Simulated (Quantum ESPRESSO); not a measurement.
## Ru2Hf2Ti2AuAl (finding a planted mistake in a log)

A calculation, not a measurement. The program is pw.x of Quantum ESPRESSO 7.5 (plane-wave density functional theory). The cell is made up: eight metal atoms on a hexagonal close-packed lattice, with elements, volume, strain and displacements drawn at random and not relaxed, so it may be unstable or far from any real phase. PseudoDojo standard norm-conserving files set the functional (PBE unless stated); there is no spin polarisation or spin-orbit coupling, the Fermi-Dirac width of 0.25 eV means electrons at about 2900 K, and the masses in the input are unused placeholders. Heavy elements are run without spin-orbit coupling, which real alloys of them have. A spin test at this wide smearing found no moment, but such smearing suppresses magnetism that the real alloy may have.

Intended input:

```
&control calculation='scf', pseudo_dir='./dojo.nc.sr.pbe.v0_5.standard.upf', outdir='./o', disk_io='minimal', tprnfor=.true., tstress=.true. /
&system ibrav=0, nat=8, ntyp=5, nbnd=68, ecutwfc=84.00895049, nosym=.true., tot_charge=0,
 occupations='smearing', smearing='fd', degauss=0.0183746611
/
&electrons conv_thr=1.470e-08, electron_maxstep=70, mixing_beta=0.5 /
ATOMIC_SPECIES
Al 1.0 Al.upf
Au 1.0 Au.upf
Hf 1.0 Hf.upf
Ru 1.0 Ru.upf
Ti 1.0 Ti.upf
CELL_PARAMETERS angstrom
-2.8943 -0.0049 -0.0485
-0.0677 5.0682 -4.5813
-0.0846 -5.1931 -4.7191
ATOMIC_POSITIONS angstrom
Ru 0.0438 0.0625 0.1234
Hf -0.1403 1.7525 -2.3845
Hf -0.0416 0.1055 -4.626
Ti -0.1032 1.7509 -7.0071
Ti -1.554 -0.8974 -2.4025
Au -1.4893 -2.5306 -4.6233
Ru -1.6717 -0.9345 -6.9855
Al -1.5305 2.4909 -4.6973
K_POINTS automatic
8 4 4 1 1 1
```

The log is shortened where brackets say so; the opening notice, blank lines, dates and the lines on written files are dropped, and the path of the files is cut. It prints rydbergs, bohrs and kilobars, and counts compression as positive stress. Its total energy is the free energy E - TS of the whole cell.

Log of the intended run:

```
     Program PWSCF v.7.5
     Parallel version (MPI & OpenMP), running on       4 processor cores
     Number of MPI processes:                 4
     Threads/MPI process:                     1
     [start-up lines left out]
     bravais-lattice index     =            0
     lattice parameter (alat)  =       5.4702  a.u.
     unit-cell volume          =     931.5705 (a.u.)^3
     number of atoms/cell      =            8
     number of atomic types    =            5
     number of electrons       =       102.00
     number of Kohn-Sham states=           68
     kinetic-energy cutoff     =      84.0090  Ry
     charge density cutoff     =     336.0358  Ry
     scf convergence threshold =      1.5E-08
     mixing beta               =       0.5000
     number of iterations used =            8  plain     mixing
     Exchange-correlation= PBE
                           (   1   4   3   4   0   0   0)
     [axes and pseudopotential details left out]
   Cartesian axes
     site n.     atom                  positions (alat units)
         1        Ru     tau(   1) = (   0.0151310   0.0215911   0.0426295  )
         2        Hf     tau(   2) = (  -0.0484677   0.6054146  -0.8237439  )
         3        Hf     tau(   3) = (  -0.0143710   0.0364458  -1.5980873  )
         4        Ti     tau(   4) = (  -0.0356512   0.6048619  -2.4206566  )
         5        Ti     tau(   5) = (  -0.5368413  -0.3100137  -0.8299621  )
         6        Au     tau(   6) = (  -0.5144901  -0.8742152  -1.5971545  )
         7        Ru     tau(   7) = (  -0.5775016  -0.3228302  -2.4131947  )
         8        Al     tau(   8) = (  -0.5287230   0.8605006  -1.6227184  )
     number of k points=    64  Fermi-Dirac smearing, width (Ry)=  0.0184
                       cart. coord. in units 2pi/alat
        k(    1) = (  -0.0612234   0.0011325  -0.0768241), wk =   0.0312500
        k(    2) = (  -0.0598171  -0.0683620  -0.1537253), wk =   0.0312500
     [further k points left out]
     Dense  grid:    96879 G-vectors     FFT dimensions: (  32,  75,  80)
     Estimated max dynamical RAM per process >     381.01 MB
     Estimated total dynamical RAM >       1.42 GB
     Initial potential from superposition of free atoms
     starting charge     101.9890, renormalised to     102.0000
     Starting wfcs are   74 randomized atomic wfcs
     total cpu time spent up to now is        4.5 secs
     per-process dynamical memory:   298.2 Mb
     Self-consistent Calculation
     iteration #  1     ecut=    84.01 Ry     beta= 0.50
     Davidson diagonalization with overlap
     ethr =  1.00E-02,  avg # of iterations =  2.7
     total cpu time spent up to now is       14.1 secs
     total energy              =   -1162.99938130 Ry
     estimated scf accuracy    <       8.46730282 Ry
     iteration #  2     ecut=    84.01 Ry     beta= 0.50
     Davidson diagonalization with overlap
     ethr =  8.30E-03,  avg # of iterations =  4.0
     total cpu time spent up to now is       25.3 secs
     total energy              =   -1165.09180690 Ry
     estimated scf accuracy    <      72.94131837 Ry
     [iterations 3 to 17 left out]
     iteration # 18     ecut=    84.01 Ry     beta= 0.50
     Davidson diagonalization with overlap
     ethr =  1.22E-10,  avg # of iterations =  4.6
     total cpu time spent up to now is      165.1 secs
     total energy              =   -1168.52384243 Ry
     estimated scf accuracy    <       0.00000077 Ry
     iteration # 19     ecut=    84.01 Ry     beta= 0.50
     Davidson diagonalization with overlap
     ethr =  1.22E-10,  avg # of iterations =  2.0
     total cpu time spent up to now is      173.1 secs
     End of self-consistent calculation
     [lines on levels left out]
!    total energy              =   -1168.52384247 Ry
     estimated scf accuracy    <          7.9E-09 Ry
     smearing contrib. (-TS)   =      -0.13733671 Ry
     internal energy E=F+TS    =   -1168.38650576 Ry
     The total energy is F=E-TS. E is the sum of the following terms:
     one-electron contribution =    -429.65697257 Ry
     hartree contribution      =     260.68051243 Ry
     xc contribution           =    -214.56947664 Ry
     ewald contribution        =    -784.84056898 Ry
     convergence has been achieved in  19 iterations
     Forces acting on atoms (cartesian axes, Ry/au):
     atom    1 type  4   force =    -0.00280417   -0.02620204    0.00337807
     atom    2 type  3   force =     0.00050239    0.04294176    0.09468900
     atom    3 type  3   force =     0.00078283   -0.07509669   -0.07656007
     atom    4 type  5   force =    -0.00568673   -0.05062690   -0.01323551
     atom    5 type  5   force =     0.00196687    0.01585022    0.07426435
     atom    6 type  2   force =    -0.00401226   -0.01044402   -0.02094799
     atom    7 type  4   force =     0.00904406    0.01341803   -0.04403036
     atom    8 type  1   force =     0.00020702    0.09015964   -0.01755751
     Total force =     0.206785     Total SCF correction =     0.000356
     Computing stress (Cartesian axis) and pressure
          total   stress  (Ry/bohr**3)                   (kbar)     P=       10.74
   0.00023922  -0.00003339   0.00000495           35.19       -4.91        0.73
  -0.00003339  -0.00013742  -0.00017907           -4.91      -20.22      -26.34
   0.00000495  -0.00017907   0.00011715            0.73      -26.34       17.23
     init_run     :      4.24s CPU      4.41s WALL (       1 calls)
     electrons    :    168.26s CPU    168.59s WALL (       1 calls)
     forces       :      1.68s CPU      1.69s WALL (       1 calls)
     stress       :      5.89s CPU      6.00s WALL (       1 calls)
     [timing details left out]
     PWSCF        :   3m 0.20s CPU   3m 0.81s WALL
     JOB DONE.
```

A second run was made from an input with one planted mistake. Its log:

```
     Program PWSCF v.7.5
     Parallel version (MPI & OpenMP), running on       4 processor cores
     Number of MPI processes:                 4
     Threads/MPI process:                     1
     [start-up lines left out]
     bravais-lattice index     =            0
     lattice parameter (alat)  =       5.4702  a.u.
     unit-cell volume          =     931.5705 (a.u.)^3
     number of atoms/cell      =            8
     number of atomic types    =            5
     number of electrons       =       102.00
     number of Kohn-Sham states=           68
     kinetic-energy cutoff     =      84.0090  Ry
     charge density cutoff     =     336.0358  Ry
     scf convergence threshold =      1.5E-08
     mixing beta               =       0.5000
     number of iterations used =            8  plain     mixing
     Exchange-correlation= SLA  PW   NOGX NOGC
                           (   1   4   0   0   0   0   0)
     [axes and pseudopotential details left out]
   Cartesian axes
     site n.     atom                  positions (alat units)
         1        Ru     tau(   1) = (   0.0151310   0.0215911   0.0426295  )
         2        Hf     tau(   2) = (  -0.0484677   0.6054146  -0.8237439  )
         3        Hf     tau(   3) = (  -0.0143710   0.0364458  -1.5980873  )
         4        Ti     tau(   4) = (  -0.0356512   0.6048619  -2.4206566  )
         5        Ti     tau(   5) = (  -0.5368413  -0.3100137  -0.8299621  )
         6        Au     tau(   6) = (  -0.5144901  -0.8742152  -1.5971545  )
         7        Ru     tau(   7) = (  -0.5775016  -0.3228302  -2.4131947  )
         8        Al     tau(   8) = (  -0.5287230   0.8605006  -1.6227184  )
     number of k points=    64  Fermi-Dirac smearing, width (Ry)=  0.0184
                       cart. coord. in units 2pi/alat
        k(    1) = (  -0.0612234   0.0011325  -0.0768241), wk =   0.0312500
        k(    2) = (  -0.0598171  -0.0683620  -0.1537253), wk =   0.0312500
     [further k points left out]
     Dense  grid:    96879 G-vectors     FFT dimensions: (  32,  75,  80)
     Estimated max dynamical RAM per process >     381.01 MB
     Estimated total dynamical RAM >       1.42 GB
     Initial potential from superposition of free atoms
     starting charge     101.9909, renormalised to     102.0000
     Starting wfcs are   74 randomized atomic wfcs
     total cpu time spent up to now is        4.5 secs
     per-process dynamical memory:   298.1 Mb
     Self-consistent Calculation
     iteration #  1     ecut=    84.01 Ry     beta= 0.50
     Davidson diagonalization with overlap
     ethr =  1.00E-02,  avg # of iterations =  2.6
     total cpu time spent up to now is       14.3 secs
     total energy              =   -1162.18802060 Ry
     estimated scf accuracy    <       8.30298159 Ry
     iteration #  2     ecut=    84.01 Ry     beta= 0.50
     Davidson diagonalization with overlap
     ethr =  8.14E-03,  avg # of iterations =  4.0
     total cpu time spent up to now is       25.6 secs
     total energy              =   -1164.21947865 Ry
     estimated scf accuracy    <      72.52471479 Ry
     [iterations 3 to 18 left out]
     iteration # 19     ecut=    84.01 Ry     beta= 0.50
     Davidson diagonalization with overlap
     ethr =  2.26E-10,  avg # of iterations =  2.0
     total cpu time spent up to now is      171.3 secs
     total energy              =   -1167.61418224 Ry
     estimated scf accuracy    <       0.00000020 Ry
     iteration # 20     ecut=    84.01 Ry     beta= 0.50
     Davidson diagonalization with overlap
     ethr =  1.93E-10,  avg # of iterations =  1.0
     total cpu time spent up to now is      178.5 secs
     End of self-consistent calculation
     [lines on levels left out]
!    total energy              =   -1167.61418225 Ry
     estimated scf accuracy    <       0.00000001 Ry
     smearing contrib. (-TS)   =      -0.13831385 Ry
     internal energy E=F+TS    =   -1167.47586840 Ry
     The total energy is F=E-TS. E is the sum of the following terms:
     one-electron contribution =    -431.58108244 Ry
     hartree contribution      =     260.49460190 Ry
     xc contribution           =    -211.54881888 Ry
     ewald contribution        =    -784.84056898 Ry
     convergence has been achieved in  20 iterations
     Forces acting on atoms (cartesian axes, Ry/au):
     atom    1 type  4   force =    -0.00229083   -0.02040896    0.01035487
     atom    2 type  3   force =    -0.00013265    0.04292220    0.09241557
     atom    3 type  3   force =     0.00223523   -0.07577911   -0.07117657
     atom    4 type  5   force =    -0.00467262   -0.04943565   -0.02052664
     atom    5 type  5   force =     0.00145563    0.01724568    0.06354476
     atom    6 type  2   force =    -0.00368893   -0.00835953   -0.01934958
     atom    7 type  4   force =     0.00718102    0.01039407   -0.04117310
     atom    8 type  1   force =    -0.00008685    0.08342130   -0.01408930
     Total force =     0.196011     Total SCF correction =     0.000501
     Computing stress (Cartesian axis) and pressure
          total   stress  (Ry/bohr**3)                   (kbar)     P=      -98.25
  -0.00051052  -0.00002069   0.00001300          -75.10       -3.04        1.91
  -0.00002069  -0.00085219  -0.00018181           -3.04     -125.36      -26.74
   0.00001300  -0.00018181  -0.00064104            1.91      -26.74      -94.30
     init_run     :      4.16s CPU      4.32s WALL (       1 calls)
     electrons    :    173.61s CPU    174.03s WALL (       1 calls)
     forces       :      1.68s CPU      1.68s WALL (       1 calls)
     stress       :      5.87s CPU      5.99s WALL (       1 calls)
     [timing details left out]
     PWSCF        :   3m 5.48s CPU   3m 6.19s WALL
     JOB DONE.
```

Question: the log repeats what the program read. Compare it with the intended run: what was wrong in the second input?

Answer: the files are those of another functional. The input lines that differ:

```
- &control calculation='scf', pseudo_dir='./dojo.nc.sr.pbe.v0_5.standard.upf', outdir='./o', disk_io='minimal', tprnfor=.true., tstress=.true. /
+ &control calculation='scf', pseudo_dir='./dojo.nc.sr.lda.v0_4_1.standard.upf', outdir='./o', disk_io='minimal', tprnfor=.true., tstress=.true. /
```

```
                                            intended run  run with the mistake
                          free energy (eV)    -15898.577            -15886.200
         entropy term -TS, part of it (eV)        -1.869                -1.882
                            pressure (GPa)          1.07                 -9.83
size of the largest force component (eV/Å)         2.435                 2.376
largest change of a force component (eV/Å)                               0.276
                                iterations            19                    20
```

For scale, a rerun of the intended cell at a higher cutoff and on a denser mesh moved values by no more than 0.002 eV in energy, 0.03 GPa in stress and 0.005 eV/Å in force, and a second program with other atomic files agreed on that cell to 2 % rms in force and 0.5 GPa in pressure. Files of another functional or element have another zero of energy, so the energy change says nothing on stability.